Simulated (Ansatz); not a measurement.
**SrZrO₃, first-principles data**

SrZrO$_{3}$:
```
SrZrO3
1.0
    2.90280     1.67593     4.70903
   -2.90280     1.67593     4.70903
    0.00000    -3.35186     4.70903
Sr Zr O
2 2 6
Cartesian
  0.00000   0.00000   3.77167
  0.00000   0.00000  10.83522
  0.00000   0.00000   0.16427
  0.00000   0.00000   7.22782
  1.63643   0.47513   5.98839
 -1.22968   1.17962   5.98839
 -0.40674  -1.65475   5.98839
  0.40674   1.69711   8.34290
 -1.67311  -0.49631   8.34290
  1.26637  -1.20080   8.34290
```

Space group R3c (No. 161); conventional cell a = b = 5.806 Å, c = 14.127 Å, α = β = 90.00°, γ = 120.00°.

Method: plane-wave PAW PBEsol (Ansatz code). Geometry: relaxed at this level of theory. Other levels are named where they apply.

### Cell and energy

- Volume per atom = 13.75 Å³
- Density = 5.48 g/cm³
- Formation energy from the elements (no fitted shifts) = -3.33 eV/atom

### Electronic structure

- Band gap = 3.76 eV (indirect)
- Valence-band maximum = off the standard path, at k = (-0.073, 0.427, 0.427) in fractions of the reciprocal vectors
- Conduction-band minimum = at Γ
- Smallest direct gap on the standard path = 3.82 eV
- Electron effective mass = 0.71, 0.86, 0.86 mₑ (principal values)
- Hole effective mass = 2.1, 2.7, 7.8 mₑ (principal values)
- HSE06 gap on the PBEsol cell = 5.37 eV
- Gap with spin–orbit coupling = 3.75 eV

### Dielectric response

- Electronic dielectric constant ε∞ (DFPT) = 4.70 (xx = yy), 4.55 (zz)
- Static dielectric constant ε0 (ions relaxed, cell fixed) = 42.3 (xx = yy), 149 (zz)
- Born charges (a third of the trace) = Sr +2.50, Zr +5.92, O -2.81 e
- Largest static χ(2) component = 4.6 pm/V

### Phonons

* **Highest zone-centre frequency (without LO–TO term)**: 789 cm⁻¹
* **Zone-centre stability**: no imaginary mode at Γ
* **Dynamical stability on the path**: stable (no imaginary branch)
* **Zero-point energy**: 54.1 meV/atom
* **Vibrational entropy at 300 K**: 24.9 J/(K·mol of atoms)

The start of the workflow was typed in or built on a structure type; neither database checked (COD, Materials Project) lists it. COD files the formula under space group No. 62, 63, 221. Its standing as an ambient phase is unchecked. The PBEsol relaxation kept the symmetry of its start. The run is not spin-polarised. The references are the lowest solids computed at this level, not always the standard phases (solids in place of the gases). Scalar-relativistic: spin–orbit coupling is off unless named, which matters more the heavier the elements.

Potentials: the earlier of the program's two PAW sets. The files were generated under PBE; for other functionals the program regenerates the frozen cores, and for LDA and PBEsol the local potential too.
